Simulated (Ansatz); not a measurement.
A relaxed cell of TiB4 is given with its symmetry left out. The cell was found from a structure generator's guess, not taken from experiment.

Theory: Ansatz 0.2.0, DFT PBE, scalar-relativistic, plane waves, PAW. Cutoff 420 eV, Γ-centred mesh, Gaussian smearing, no spin polarisation.

```cif
data_structure
_symmetry_space_group_name_H-M 'P 1'
_symmetry_Int_Tables_number 1
_cell_length_a 3.0413
_cell_length_b 3.0413
_cell_length_c 5.7804
_cell_angle_alpha 90.000
_cell_angle_beta 90.000
_cell_angle_gamma 120.000
_cell_volume 46.30
loop_
_atom_site_label
_atom_site_type_symbol
_atom_site_fract_x
_atom_site_fract_y
_atom_site_fract_z
_atom_site_occupancy
Ti1 Ti 0.00000 0.00000 0.00000 1
B1 B 0.66667 0.33333 0.30271 1
B2 B 0.66667 0.33333 0.69729 1
B3 B 0.00000 0.00000 0.64142 1
B4 B 0.00000 0.00000 0.35858 1
```

The zero of energy is the elements' standard structures at the same level; no fitted shifts are applied.

Task: What space group does it have?

Result: P-6m2 (No. 187). Conventional cell: a = 3.041 Å, c = 5.780 Å. Ti has 2 B at 2.07 Å and 6 B at 2.48 Å; around B on its first site lie 3 B at 1.79 Å, 1 B at 2.28 Å and 3 Ti at 2.48 Å; B on its second site is surrounded by 1 B at 1.63 Å, 3 B at 1.79 Å and 1 Ti at 2.07 Å.

Task: What is its formation energy per atom?

Result: +0.15 eV/atom. It can't be a ground state, since the elements alone are lower.

Task: Is it a metal?

Result: Yes, bands cross the Fermi level on the 12×12×8 mesh.

The last run used a 12×12×8 mesh (in the run's order of axes) for its 5-atom cell and Gaussian smearing of 0.10 eV. The cell is a metal run without spin; a magnetic state may lie lower. Symmetry constrained the relaxation, so the result can be a saddle point. Another cell of TiB4 relaxed alike, in P6/mmm, lies 0.60 eV/atom lower, so this cell isn't the stable form at this level.
